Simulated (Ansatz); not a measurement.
Mg (hcp, Mg type)

```yaml
crystal:
  lattice:
    - [6.37284, 0.00000, 0.00000]
    - [-1.59321, 2.75952, 0.00000]
    - [0.00000, 0.00000, 5.22378]
  atoms:
    - { symbol: Mg, position: [0.16667, 0.66667, 0.75000] }
    - { symbol: Mg, position: [0.66667, 0.66667, 0.75000] }
    - { symbol: Mg, position: [0.33333, 0.33333, 0.25000] }
    - { symbol: Mg, position: [0.83333, 0.33333, 0.25000] }
```

In this cell atom 2 (Mg, nearest neighbour Mg at 3.186 Å; its periodic images, 3.2 Å or more away, move with it) is moved by s along Cartesian [111], unit vector (0.577, 0.577, 0.577); all other atoms and the cell stay fixed.

These are PBE (plane waves to 420 eV, PAW, scalar-relativistic; Ansatz, an electronic-structure program) values and carry that method's errors. k mesh 7×14×7 (Γ-centred), Fermi-Dirac smearing 0.05 eV. The energy includes the smearing's −TS. With partly filled bands, energies and forces of such displacements shift with the k mesh and the smearing. Mg was relaxed with its symmetry unable to fall. ΔE is measured from the undisplaced structure. The last digit holds for this mesh only.

| s (Å) | ΔE (meV/cell) |
|---|---|
| -0.320 | 140.2 |
| -0.256 | 88.4 |
| -0.192 | withheld |
| -0.128 | 21.6 |
| -0.064 | 5.3 |
| 0.000 | 0.0 |
| 0.064 | 5.3 |
| 0.128 | 21.2 |
| 0.192 | 47.7 |
| 0.256 | 85.1 |
| 0.320 | 133.6 |

Q: Fit a polynomial form (powers 2, 3, 4) to the given rows and predict ΔE at s = -0.192.

A: Least squares on the 10 given rows: ΔE = (1300)·s² + (-100.2)·s³ + (360.8)·s⁴, in meV/cell with s in Å; root-mean-square residual 0.02 meV/cell. At -0.192 the fit gives 49.1 meV/cell; the calculation gives 49.1 meV/cell, the same to the digits shown. The quadratic term alone would give 47.9 meV/cell.

(A displaced cell: forces are minus the slopes of the energy, force constants its curvatures, and phonons follow from these.)
